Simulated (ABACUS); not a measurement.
Set-up for a self-consistent single point of GaSb (F-43m, 2 atoms in the cell; from Materials Project mp-1156).

```yaml
crystal:
  lattice:
    - [0.00000, 3.06860, 3.06860]
    - [3.06860, 0.00000, 3.06860]
    - [3.06860, 3.06860, 0.00000]
  atoms:
    - { symbol: Ga, position: [0.00000, 0.00000, 0.00000] }
    - { symbol: Sb, position: [0.75000, 0.75000, 0.75000] }
```

Method: LDA (PW92), PseudoDojo 0.4 standard norm-conserving LDA (tails mended) pseudopotentials (plane waves; ABACUS 3.10.1).

ABACUS settings:

KPT: MP 9 9 9 0 0 0
basis_type: pw
dft_functional: PWLDA
ecutwfc: 84 Ry
smearing_method: mv
smearing_sigma: 0.00999582 Ry
potentials: PseudoDojo 0.4 standard norm-conserving LDA (tails mended)
symmetry: 1
ks_solver: dav
scf_nmax: 100
scf_thr: 1.0e-09 Ry
mixing_type: broyden
mixing_beta: 0.4

Results:

- Number of valence electrons = 28
- Number of bands = 24
- Number of k-points after the program's reduction = 35
- Number of plane waves (most at a k-point) = 5092
- Number of SCF iterations = 9
- FFT grid = 48 × 48 × 48
- Free energy E − TS = -4546.4215 eV
- Fermi level (on the code's own zero) = 7.81 eV
- Pressure = -2.22 GPa

Stress (GPa, positive for compression):
```
-2.22   0.00   0.00
 0.00  -2.22   0.00
 0.00   0.00  -2.22
```

For comparison: a first run (DFT, PBEsol, plane waves, PseudoDojo 0.4 standard norm-conserving PBEsol (tails mended) pseudopotentials) was changed to give this one (dft_functional: PBESOL → PWLDA; ecutwfc: 80 Ry → 84 Ry; pseudopotentials: PseudoDojo 0.4 standard norm-conserving PBEsol (tails mended) → PseudoDojo 0.4 standard norm-conserving LDA (tails mended)), and from it to this one the pressure goes from -0.69 to -2.22 GPa.

The structure comes from a collection of computed structures, made at another level of theory; the collection holds predicted forms beside known ones.

Cost on one core: very roughly 50 core-seconds.

“Tails mended”: in these copies of the files the far tail of each local potential was reset to the Coulomb form.
